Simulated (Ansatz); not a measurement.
## Deforming Cu

```xyz
1
Lattice="0.0000 1.8075 1.8075 1.8075 0.0000 1.8075 1.8075 1.8075 0.0000" Properties=species:S:1:pos:R:3 pbc="T T T"
Cu    0.0000    0.0000    0.0000
```

Conventional cell: a = 3.615 Å, b = 3.615 Å, c = 3.615 Å, α = 90.00°, β = 90.00°, γ = 90.00°. Around Cu (atom 1) lie 12 Cu at 2.56 Å.

The cell comes from COD entry 5000216, which wasn't checked; take it as a given geometry.

Method: Ansatz 0.2.0, DFT, PBEsol, all-electron PAW with datasets made for the crystal, scalar-relativistic.

Numerical set-up: a Γ-centred 19×19×19 k mesh, Fermi–Dirac smearing of 0.08 eV, cutoff 300 eV (chosen by the program for this cell), no spin polarisation.

The unchanged cell is at -6.54 GPa.

In a metal, stresses and small energies carry noise from the k mesh.

x, y and z are the Cartesian axes of the cell as listed; fractional coordinates follow a strain, and an engineering shear is twice the off-diagonal strain component.

**Question.** One change gave: energy change under 1 meV/atom; stress change (xx, yy, zz, yz, xz, xy) 0.05, 0.05, 0.05, 0.70, 0.70, 0.70 GPa, compression positive. Which change was it?
A. equal xy, yz and zx engineering shear strains of +3 %
B. equal xy, yz and zx engineering shear strains of +2 %
C. equal xy, yz and zx engineering shear strains of +1 %
D. equal xy, yz and zx engineering shear strains of -1 %
E. equal xy, yz and zx engineering shear strains of -2 %
F. equal xy, yz and zx engineering shear strains of -3 %

**Answer.** D. For equal xy, yz and zx engineering shear strains of -2 %: energy change +3 meV/atom; stress change (xx, yy, zz, yz, xz, xy) 0.21, 0.21, 0.21, 1.39, 1.39, 1.39 GPa, compression positive. For equal xy, yz and zx engineering shear strains of +1 %: energy change under 1 meV/atom; stress change (xx, yy, zz, yz, xz, xy) 0.05, 0.05, 0.05, -0.72, -0.72, -0.72 GPa, compression positive. For equal xy, yz and zx engineering shear strains of +3 %: energy change +7 meV/atom; stress change (xx, yy, zz, yz, xz, xy) 0.47, 0.47, 0.47, -2.29, -2.29, -2.29 GPa, compression positive. For equal xy, yz and zx engineering shear strains of -3 %: energy change +7 meV/atom; stress change (xx, yy, zz, yz, xz, xy) 0.46, 0.46, 0.46, 2.08, 2.08, 2.08 GPa, compression positive. For equal xy, yz and zx engineering shear strains of +2 %: energy change +3 meV/atom; stress change (xx, yy, zz, yz, xz, xy) 0.21, 0.21, 0.21, -1.48, -1.48, -1.48 GPa, compression positive.
